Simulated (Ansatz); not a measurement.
**Property card for Zn$_{3}$In$_{2}$O$_{6}$**

Zn3In2O6:
```
Zn3In2O6
1.0
    5.84061     0.00000     0.00000
    0.00000     6.75295     0.00000
   -1.93741     0.00000    13.97763
Zn In O
12 8 24
Cartesian
  3.91244   0.00576   8.24954
 -0.00924   6.74719   5.72809
 -0.00924   3.38224   5.72809
  3.91244   3.37071   8.24954
  3.90860   3.39999   2.98861
 -0.00540   3.35296  10.98902
 -0.00540   0.02351  10.98902
  3.90860   6.72944   2.98861
  2.96726   1.68824  10.99849
  0.93594   5.06471   2.97915
  0.92722   5.06471   8.25654
  2.97599   1.68824   5.72110
  0.00000   0.00000   0.00000
  0.00000   3.37647   0.00000
  0.99785   1.68824   8.36128
  2.90536   5.06471   5.61636
  0.98838   1.68824   3.26428
  2.91482   5.06471  10.71335
  2.92692   1.68824   0.02065
  0.97628   5.06471  13.95699
  1.01708   1.68824  10.49690
  2.88613   5.06471   3.48073
  0.99997   1.68824   5.60929
  2.90323   5.06471   8.36835
  0.97854   1.68824   1.11754
  2.92467   5.06471  12.86009
  0.00350   0.02117  12.95454
  3.89970   6.73178   1.02309
  3.89970   3.39764   1.02309
  0.00350   3.35531  12.95454
  3.95263   3.28271  10.40979
 -0.04942   3.47024   3.56784
 -0.04942   6.65918   3.56784
  3.95263   0.09377  10.40979
 -0.01033   6.73207   7.99931
  3.91353   0.02088   5.97833
  3.91353   3.35560   5.97833
 -0.01033   3.39735   7.99931
  2.94659   1.68824  12.96347
  0.95661   5.06471   1.01417
  0.84166   5.06471  10.43312
  3.06154   1.68824   3.54451
  2.97982   1.68824   7.99140
  0.92338   5.06471   5.98623
```

Space group P2_1/m (No. 11); conventional cell a = 5.841 Å, b = 6.753 Å, c = 14.111 Å, α = 90.00°, β = 97.89°, γ = 90.00°.

Method: r²SCAN (plane waves, PAW; program Ansatz). Structure relaxed to zero pressure with the same functional. Other levels are named where they apply.

Cell and energy:

```yaml
volume_per_atom: 12.53 Å³
density: 6.29 g/cm³
Formation energy from the elements (no fitted shifts): -1.67 eV/atom
```

Electronic structure:

```yaml
band_gap: 1.21 eV (smallest direct gap 1.21 eV)
valence_band_maximum: at B (k = 0.000, 0.000, 0.500 in fractions of the reciprocal vectors)
conduction_band_minimum: at Γ
electron_effective_mass: 0.19, 0.19, 0.22 mₑ (principal values)
HSE06 gap on the r²SCAN cell: 2.40 eV
```

Mechanics:

```yaml
Elastic constants (relaxed ions, GPa): C11 = 234, C22 = 237, C33 = 141, C12 = 148, C13 = 115, C23 = 115, C44 = 48.0, C55 = 47.8, C66 = 43.7, C15 = 5.8, C25 = -5.2, C35 = -0.5, C46 = -5.7
mechanical_stability: stable (all eigenvalues of C positive)
hill_bulk_and_shear_moduli: 143 and 42.2 GPa
Young's modulus: 115 GPa
Poisson's ratio: 0.37
debye_temperature_from_the_elastic_constants: 374 K
```

Charges:

```yaml
bader_charges: Zn +1.30 to +1.33, In +1.87 to +1.95, O -1.31 to -1.29 e
```

The workflow started from a Materials Project entry (that database holds measured and hypothetical structures alike); the Crystallography Open Database copy checked does not list it. Its standing as an ambient phase is unchecked. The r²SCAN relaxation kept the symmetry of its start; its stability against distortions is not shown here. The references are the lowest solids computed at this level, not always the standard phases (solids in place of the gases). Scalar-relativistic: spin–orbit coupling is off unless named, which matters more the heavier the elements.

Potentials: the earlier of the program's two PAW sets. The files were generated under PBE; for other functionals the program regenerates the frozen cores, and for LDA and PBEsol the local potential too.
